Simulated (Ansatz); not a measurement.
**Stationary points along a deformation path in Na2BrCl**

Computed with Ansatz 0.2.0, DFT LDA, scalar-relativistic, plane waves, PAW. Settings: plane waves to 420 eV, k-mesh 9×9×9 (Γ-centred), Gaussian smearing 0.05 eV. No spin polarisation. Energies are free energies at this smearing, counted from the undisturbed cell; pressure is positive in compression.

The undisturbed cell (relaxed at this level; it needn't be the usual structure):

```
Na Br Cl
1.0
     1.98886    1.14827    6.49835
    -1.98886    1.14827    6.49835
     0.00000   -2.29654    6.49835
Na Br Cl
2 1 1
Cartesian
  0.0000 0.0000 4.9617
  0.0000 0.0000 14.5334
  0.0000 0.0000 9.7475
  0.0000 0.0000 0.0000
```

At fixed volume and fractional coordinates, lengths along (0.000, 0.000, 1.000) are scaled against those across it; ρ is that ratio over its starting value. V = 22.261 Å³/atom. Δσ is the stress along the axis less the mean stress across it (compression positive).

| ρ | ΔE (meV/atom) | Δσ (GPa) | space group |
| --- | --- | --- | --- |
| 0.850 | 23.1 | 2.74 | R-3m |
| 0.920 | 6.7 | 1.65 | R-3m |
| 0.960 | 1.7 | 0.87 | R-3m |
| 1.000 | 0.0 | 0.00 | R-3m |
| 1.050 | 2.7 | -1.22 | R-3m |
| 1.100 | 10.8 | -2.57 | R-3m |
| 1.200 | 43.5 | -5.67 | R-3m |

Problem. How does the stress give the slope of the energy, and where is the energy stationary?

Solution. Along the path d ln(length) is 2/3 d ln ρ on the axis and −1/3 d ln ρ across it, so dE/d ln ρ = −(2/3) V Δσ: the energy falls with ρ where Δσ is positive. Δσ vanishes or changes sign at ρ = 1.000 (R-3m), a minimum at 0.0 meV/atom. Pairs of stationary points between two samples would go unseen, and could change a minimum read from distant neighbours into a maximum.

Problem. Integrate that slope from ρ = 1 to 1.200 by the trapezoid rule.

Solution. With V/N in Å³ and 1 eV/Å³ = 160.2 GPa the slopes at ρ = 1.000, 1.050, 1.100, 1.200 are 0, 113, 238, 525 meV/atom per unit of ln ρ. The steps add 2.8 + 8.2 + 33.2 = 44.2 meV/atom, against 43.5 from the energies; the trapezoid rule misses the curvature of the slope within each step.

Forces appear on the atoms along this scan, and letting them relax would lower the energy and soften the response.